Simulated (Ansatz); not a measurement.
Si:
```cif
data_Si8
_chemical_formula_sum 'Si8'
_space_group_name_H-M_alt 'P 1'
_space_group_IT_number 1
_cell_length_a 7.18409
_cell_length_b 7.18409
_cell_length_c 6.33822
_cell_angle_alpha 83.455
_cell_angle_beta 96.545
_cell_angle_gamma 148.935
loop_
_space_group_symop_operation_xyz
  'x, y, z'
loop_
_atom_site_label
_atom_site_type_symbol
_atom_site_fract_x
_atom_site_fract_y
_atom_site_fract_z
_atom_site_occupancy
Si1 Si 0.05562 0.94438 0.87419 1
Si2 Si 0.94438 0.05562 0.12581 1
Si3 Si 0.55902 0.44098 0.65348 1
Si4 Si 0.44098 0.55902 0.34652 1
Si5 Si 0.21281 0.78719 0.05738 1
Si6 Si 0.78719 0.21281 0.94262 1
Si7 Si 0.72707 0.27293 0.58553 1
Si8 Si 0.27293 0.72707 0.41447 1
```

Relaxed with r²SCAN. Plane-wave PAW r²SCAN (Ansatz code) gives a gap of 0.42 eV.

Q: What gap does HSE06 give on the same cell (Ansatz, PAW)?

A: 0.81 eV, 0.39 eV more. The hybrid was solved on a coarser mesh and at special points; its gap is the smallest among all of these.

| k | v1 r²SCAN | c1 r²SCAN | v1 HSE06 | c1 HSE06 |
|---|---|---|---|---|
| Γ | 0.00 | 0.72 | 0.00 | 1.10 |
| Y2 | -0.43 | 0.56 | -0.44 | 0.92 |
| A | -1.01 | 1.10 | … | … |
| M2 | -0.84 | 0.42 | -0.86 | 0.81 |
| V2 | -2.02 | 1.00 | … | … |
| L2 | -1.54 | 1.23 | … | … |
| C | -1.74 | 1.23 | -1.79 | 1.62 |
| D | -1.93 | 1.57 | … | … |

Q: Top valence (v1) and lowest conduction level (c1) in eV from each method's valence maximum (which need not be a listed point): supply the withheld HSE06 values.

A: 
- V2, v1 HSE06: -2.07
- V2, c1 HSE06: 1.38
- D, v1 HSE06: -2.00
- D, c1 HSE06: 1.94
- L2, v1 HSE06: -1.58
- L2, c1 HSE06: 1.58
- A, v1 HSE06: -1.02
- A, c1 HSE06: 1.49

Cost on shared cores: the r²SCAN run (SCF on a 8×8×5 mesh, then bands and DOS) about 2.6 core-minutes (a rough figure), the HSE06 run (SCF on 5×5×3, then a few points) about 5 core-minutes (a rough figure); the tasks are unlike.

Space group C2/m. The workflow started from a Materials Project entry (that database holds measured and hypothetical structures alike); the Crystallography Open Database copy checked does not list it. It is not the phase usual at ambient conditions (space group No. 227). The r²SCAN relaxation kept the symmetry of its start; of distortions, only those at the zone centre were tested.

Potentials: the later of the program's two PAW sets.
